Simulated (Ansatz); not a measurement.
**MgCu3H6Cl2O6: checking a database structure before trusting its electric field gradients**

The cell is a COD entry.

Space group P-3m1 (No. 164); a = 6.2733, c = 5.7472 Å, γ = 120.00°.

```
site  Wyckoff  site symmetry       x       y       z
  Mg       1a           -3m.  0.0000  0.0000  0.0000
  Cu       3e          .2/m.  0.5000  0.0000  0.0000
   H       6i            .m.  0.2030  0.7970  0.2830
  Cl       2d            3m.  0.6667  0.3333  0.3635
   O       6i            .m.  0.6481  0.8240  0.1558
```

One atom of each set is listed.

Method: Kohn–Sham DFT in Ansatz, PBE, plane waves and PAW, scalar-relativistic, collinear spin, 420 eV cutoff, Γ-centred 4×4×4 k-points, Fermi–Dirac smearing 0.02 eV. Start moments as typed (μB): 1 on each Cu, none on the rest.

Problem. Do the atoms and the cell lie near the calculated equilibrium?

Solution. No. The largest force is 18 eV/Å, on atom 5 (H: 1 O at 0.79 Å), and the pressure is 25.2 GPa, with principal stresses up to 61 GPa in size. Bonds to hydrogen as short as 0.79 Å are the usual result of locating hydrogen with X-rays, and they can account for much of this: hydrogen has to be relaxed before the gradients can be taken for those of the compound.
